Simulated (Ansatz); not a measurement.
LiNbSe2:
```xyz
8
Lattice="3.5240 0.0000 0.0000 -1.7620 3.0519 0.0000 0.0000 0.0000 13.5565" Properties=species:S:1:pos:R:3 pbc="T T T"
Li     0.0000     0.0000     0.0000
Li     0.0000     0.0000     6.7783
Nb     0.0000     0.0000     3.3891
Nb     0.0000     0.0000    10.1674
Se     0.0000     2.0346     1.7311
Se     1.7620     1.0173    11.8254
Se     1.7620     1.0173     8.5094
Se     0.0000     2.0346     5.0471
```

Relaxed with r²SCAN.

**Question.** Give the Bader charges and basin volumes of the independent atoms, plane-wave PAW r²SCAN (Ansatz code).

**Answer.** 

| atom | Bader charge (e) | Bader volume (Å³) |
|---|---|---|
| Li1 | +0.89 | 3.6 |
| Nb3 | +1.36 | 14.9 |
| Se5 | -1.12 | 27.2 |

Space group P6_3/mmc. The workflow started from a Materials Project entry (that database holds measured and hypothetical structures alike); the Crystallography Open Database copy checked does not list it. Its standing as an ambient phase is unchecked. The r²SCAN relaxation kept the symmetry of its start; its stability against distortions is not shown here. No spin polarisation was allowed.

Potentials: the later of the program's two PAW sets.
